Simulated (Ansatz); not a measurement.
La₂O₃ (La2O3 or Ni2Al3 type, space group No. 164) at seven volumes, r²SCAN in the plane-wave PAW code Ansatz, shape and atoms relaxed at each. One row is withheld.

```json
[
 {"V (Å³/atom)": "14.952", "P (GPa)": "12.90"},
 {"V (Å³/atom)": "15.445", "P (GPa)": "?"},
 {"V (Å³/atom)": "15.938", "P (GPa)": "3.73"},
 {"V (Å³/atom)": "16.431", "P (GPa)": "-0.01"},
 {"V (Å³/atom)": "16.924", "P (GPa)": "-3.25"},
 {"V (Å³/atom)": "17.417", "P (GPa)": "-6.08"},
 {"V (Å³/atom)": "17.910", "P (GPa)": "-8.51"}
]
```

**Question.** Fit the shown pressures and predict the withheld one.

**Answer.** P = (3/2)B₀(x^(7/2) − x^(5/2))[1 + (3/4)(B′ − 4)(x − 1)] with x = (V₀/V)^(2/3). Least squares on the six rows gives V₀ = 16.430 Å³/atom, B₀ = 116 GPa, B′ = 3.61. At V = 15.445, x = 1.0421 and P = 8.02 GPa. The run itself gave 7.99 GPa.

Space group P-3m1 (La2O3 or Ni2Al3 type). The r²SCAN relaxation kept the symmetry of its start; of distortions, only those at the zone centre were tested. Scalar-relativistic: spin–orbit coupling is off unless named, which matters more the heavier the elements.

Potentials: the earlier of the program's two PAW sets.
